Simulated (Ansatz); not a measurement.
Computed energy against volume: MoS2 (3R-MoS2 type, space group R3m)

MoS₂ (3R-MoS2 type, space group R3m)

```cif
data_MoS2
_chemical_formula_sum 'Mo1 S2'
_space_group_name_H-M_alt 'P 1'
_space_group_IT_number 1
_cell_length_a 6.46049
_cell_length_b 6.46049
_cell_length_c 6.46049
_cell_angle_alpha 28.451
_cell_angle_beta 28.451
_cell_angle_gamma 28.451
loop_
_space_group_symop_operation_xyz
  'x, y, z'
loop_
_atom_site_label
_atom_site_type_symbol
_atom_site_fract_x
_atom_site_fract_y
_atom_site_fract_z
_atom_site_occupancy
Mo1 Mo 0.00000 0.00000 0.00000 1
S1 S 0.75030 0.75030 0.75030 1
S2 S 0.58300 0.58300 0.58300 1
```

The volume is varied about the relaxed value V₀ at fixed cell shape. The atoms relax within the cell's symmetry.

Calculation: r2SCAN+rVV10 (plane waves to 500 eV, PAW, scalar-relativistic; Ansatz, a program for electronic structure). k mesh 12×12×12 (Γ-centred), Fermi-Dirac smearing 0.05 eV. Energies are smeared free energies. Compression counts positive. With the shape held, the modulus is that of even scaling; a crystal free to change shape is softer. MoS2 is run without spin polarisation. MoS2 was relaxed with its symmetry unable to fall. This is one of several known forms of MoS2; the measured ambient cells at hand have space group No. 194. The zero of ΔE is the relaxed starting cell.

| V/V₀ | ΔE (kJ/mol of atoms) | P (GPa) |
|---|---|---|
| 0.840 | 14.32 | 19.3 |
| 0.867 | 9.41 | 14.8 |
| 0.893 | 5.71 | 10.9 |
| 0.920 | 3.05 | 7.6 |
| 0.947 | 1.29 | 4.7 |
| 0.973 | 0.31 | 2.2 |
| 1.000 | 0.00 | 0.0 |
| 1.027 | 0.28 | -1.9 |
| 1.053 | 1.08 | -3.6 |
| 1.080 | 2.33 | -5.0 |
| 1.107 | 3.98 | -6.3 |
| 1.133 | 5.98 | -7.5 |
| 1.160 | 8.29 | -8.5 |

Derived quantities:

```yaml
pressure_at_the_smallest_volume: 19.3 GPa
energy_cost_of_the_largest_compression: 148.4 meV/atom
energy_cost_of_the_largest_expansion: 86.0 meV/atom
Bulk modulus at fixed cell shape B₀ (third-order Birch-Murnaghan fit): 76.8 GPa
Pressure derivative B₀′ (fit): 4.1
equilibrium_volume_of_the_fit: 18.03 Å³/atom
Pressure for 5 % compression (fit): 4.4 GPa
```

(Under strain, the slope of the energy per volume gives the stress and its curvature an elastic modulus.)
